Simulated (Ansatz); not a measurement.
CaO:
```xyz
4
Lattice="3.9812 0.0000 0.0000 -1.9906 3.4479 0.0000 0.0000 0.0000 4.7695" Properties=species:S:1:pos:R:3 pbc="T T T"
Ca     0.0000     2.2986     3.5771
Ca     1.9906     1.1493     1.1924
O      0.0000     2.2986     1.1924
O      1.9906     1.1493     3.5771
```

Relaxed with r²SCAN.

### Question
Map the electron localisation function on the plane through (0.333, 0.667, 0.750) spanned by u = [1, 1, 0] and v = [1, -1, 0] in lattice vectors, from the program Ansatz at the r²SCAN level (PAW).

### Answer
x is the fraction of u, y of v (the angle between them is 90°; rows are the nearest grid lines); atoms in the plane: Ca at (0.00, 0.00), Ca at (0.50, 0.50), O at (0.00, 0.33), O at (0.50, 0.83).
```
|%%@@%- .=*#*=. -%@@%%|
|%@@@#. -*%%%*- .#@@@%|
|@@@*..=%@@@@@%=..*@@@|
|@%*: :#@@%#%@@#: :*%@|
|    :#@@%+:+%@@#:    |
|   .=#%@@#*#@@%#=.   |
|   :=*#%@@@@@%#*=:   |
|   .-=++**#**++=-.   |
|         ...         |
|      .-+###+-.      |
|:.   -%@@@@@@@%-   .:|
|+=.  =%@@@%@@@%=  .=+|
|%%*- .#@@@%@@@#. -*%%|
|@@%*. =%@@@@@%= .*%@@|
|#%@@#: :*%@%*: :#@@%#|
|-+%@%+. .=+=. .+%@%+-|
|*#@@%#=.     .=#%@@#*|
|@@@@%#+:     :+#%@@@@|
|#**++=-.     .-=++**#|
|......         ......|
|##+-.           .-+##|
|@@@%+.         .+%@@@|
|%@@@%=  .=+=.  =%@@@%|
|%%@@%- .=*#*=. -%@@%%|
```
Scale: ten equal steps from 0.013 (start of ' ') to 0.873 (end of '@'), in the order ' .:-=+*#%@'; x runs from 0.000 to 1.00, y from 0.000 (bottom) to 1.00 (top).

The density is the valence pseudo-density with augmentation charge, so density and ELF within about 1 Å of a nucleus are not all-electron values.

Space group P6_3/mmc. The workflow started from a Materials Project entry (that database holds measured and hypothetical structures alike); the Crystallography Open Database copy checked does not list it. It is not the phase usual at ambient conditions (space group No. 225). The r²SCAN relaxation kept the symmetry of its start; of distortions, only those at the zone centre were tested.

Potentials: the later of the program's two PAW sets.
